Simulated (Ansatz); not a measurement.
Relaxed BP (zinc blende):

```
CELL_PARAMETERS angstrom
      0.00000     2.27424     2.27424
      2.27424     0.00000     2.27424
      2.27424     2.27424     0.00000
ATOMIC_POSITIONS crystal
  P  0.75000 0.75000 0.75000
  B  0.00000 0.00000 0.00000
```

Scan: atom 2 (B, nearest neighbour P at 1.970 Å; its periodic images, 3.2 Å or more away, move with it) is displaced along Cartesian x, direction (1.000, 0.000, 0.000) in Cartesian axes, by s. The other atoms stay.

Calculation: PBE (plane waves to 420 eV, PAW, scalar-relativistic; Ansatz, a quantum-chemistry and plane-wave program). k mesh 10×10×10 (Γ-centred), Fermi-Dirac smearing 0.05 eV. The energy includes the smearing's −TS. As the smearing reaches across the gap at some points, energies and forces of such displacements shift with the k mesh and the smearing. BP was relaxed with its symmetry unable to fall. The zero of ΔE is the undisplaced structure. The last digit holds for this mesh only.

| s (Å) | ΔE (meV/cell) |
|---|---|
| -0.590 | 2520.2 |
| -0.472 | 1778.3 |
| -0.354 | 1073.0 |
| -0.236 | withheld |
| -0.118 | 130.0 |
| 0.000 | 0.0 |
| 0.118 | 130.0 |
| 0.236 | withheld |
| 0.354 | 1073.0 |
| 0.472 | 1778.3 |
| 0.590 | 2520.2 |

**Question.** Fit an even polynomial form (powers 2, 4, 6) to the given rows and predict ΔE at s = -0.236.

**Answer.** Least squares on the 9 given rows: ΔE = (9329)·s² + (-6139)·s⁴ + (394.9)·s⁶, in meV/cell with s in Å; root-mean-square residual 0.66 meV/cell. At -0.236 the fit gives 500.6 meV/cell; the calculation gives 502.6 meV/cell, so the interpolation is off by -2.0 (-0.4 %). The quadratic term alone would give 519.6 meV/cell.

(A displaced cell: forces are minus the slopes of the energy, force constants its curvatures, and phonons follow from these.)
